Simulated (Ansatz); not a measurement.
Relaxed MgO (rock salt):

```
CELL_PARAMETERS angstrom
      0.00000     4.20438     4.20438
      2.10219     0.00000     2.10219
      2.10219     2.10219     0.00000
ATOMIC_POSITIONS crystal
  O  0.00000 0.00000 0.00000
  O  0.50000 0.00000 0.00000
  Mg 0.25000 0.50000 0.50000
  Mg 0.75000 0.50000 0.50000
```

In this cell atom 1 (O, nearest neighbour Mg at 2.102 Å; its periodic images, 3.0 Å or more away, move with it) is moved by s towards the nearest neighbour, unit vector (0.000, -1.000, 0.000); all other atoms and the cell stay fixed.

All values below come from r2SCAN (plane waves to 500 eV, PAW, scalar-relativistic; Ansatz, an electronic-structure program). k mesh 11×11×11 (Γ-centred), Fermi-Dirac smearing 0.05 eV. E stands for the smeared free energy. Left out: 2 of 11 points, with atoms too close for the PAW data. MgO was relaxed with its symmetry unable to fall. The zero of ΔE is the undisplaced structure.

| s (Å) | ΔE (meV/cell) |
|---|---|
| -0.504 | 1832 |
| -0.378 | 838 |
| -0.252 | withheld |
| -0.126 | 72 |
| 0.000 | 0 |
| 0.126 | 72 |
| 0.252 | withheld |
| 0.378 | 838 |
| 0.504 | 1832 |

Question: Fit an even polynomial form (powers 2, 4, 6) to the given rows and predict ΔE at s = 0.252.

Answer: Least squares on the 7 given rows: ΔE = (4385)·s² + (9368)·s⁴ + (6942)·s⁶, in meV/cell with s in Å; root-mean-square residual 0.1 meV/cell. At 0.252 the fit gives 318 meV/cell; the calculation gives 318 meV/cell, the same to the digits shown. The quadratic term alone would give 278 meV/cell.

(A displaced cell: forces are minus the slopes of the energy, force constants its curvatures, and phonons follow from these.)
